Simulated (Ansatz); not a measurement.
TaCuN2: the gap against volume

TaCuN2, R-3m, a = 3.139 Å, c = 17.388 Å. The structure is a COD entry; whether it is the stable form wasn't checked. Ansatz: r2SCAN, PAW, 500 eV, Γ-centred 12×12×12 mesh on 4 atoms, Gaussian smearing 0.02 eV; no spin polarisation. Shape and atoms are relaxed at each volume; x = ln(V/V0) with V0 = 12.366 Å³/atom. The gap is read at the mesh points alone.

```
      x gap y (eV)
-0.0943           ?
-0.0619       0.604
-0.0305       0.682
 0.0000       0.747
 0.0296       0.804
 0.0583       0.852
```

Q: Fit a straight line to the other rows, give the volume deformation potential of the gap and its pressure coefficient, and predict the missing gap. B0 = 217.1 GPa.

A: Means x = -0.0009000, y = 0.73780; Σ(Δx)² = 0.009033, ΣΔxΔy = 0.01860; the slope is their ratio. y = 0.7397 + 2.059 x. The slope is the deformation potential a = dE_g/d ln V = 2.06 eV, and dE_g/dP = −a/B0 = -9.48 meV/GPa. At x = -0.0943 the fit asked for gives 0.546 eV. The run gave 0.513 eV, so the fit is 0.033 eV too high, 9.7 % of the span of the series, against an rms of 0.007 eV on the fitted rows. The row lies outside the fitted range. With a term in x² added, a fit to the same known rows predicts 0.516 eV, so most of the miss is curvature that the known rows already hold.

Spin-orbit coupling is left out, which matters for the bands of heavy elements. Semilocal functionals give gaps under the measured ones; changes of the gap mostly carry over better.